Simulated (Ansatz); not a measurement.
# SnO: energy along a strain

SnO, P4/nmm, a = 3.802 Å, c = 4.836 Å (as given, not relaxed at this level: -2.8 GPa, forces to 0.26 eV/Å). Ansatz: LDA, PAW, 420 eV, Γ-centred 10×10×8 mesh on 4 atoms, Gaussian smearing 0.03 eV; no spin polarisation. Cell vectors (Å): 3.802 0.000 0.000; 0.000 3.802 0.000; 0.000 0.000 4.836. The cell is strained by x per cent times the pattern (0 0 0 0 0 1) in the order xx yy zz yz xz xy (engineering shears), with fractional coordinates held. y is the free energy over the start, V0 = 17.476 Å³/atom. Symmetry makes y even in x.

```tsv
x (%)	y (meV/atom)
-2.00	1.79
-1.00	0.42
0.00	0.00
0.50	0.08
1.25	?
1.50	1.00
1.75	1.38
```

**Question.** Fit y = c2 x² + c4 x⁴ to the other rows, get the stiffness along the pattern, and predict the missing energy.

**Answer.** Least squares on the rows shown. y = 0.4303 x² + 0.004938 x⁴. The clamped-ion stiffness p·C·p = 2 × 4.303 eV × 160.2 / 17.476 Å³ = 79 GPa, which is C66 in these axes (second derivative at the start, which stands under stress). With a term in x⁶ added, the coefficient of x² becomes 0.3719, 14 % less, which shows how far this figure hangs on the form. At x = 1.25 the fit asked for gives 0.68 meV/atom. The run gave 0.67 meV/atom, so the fit is 0.01 meV/atom too high, within the rms miss on the fitted rows (0.02 meV/atom).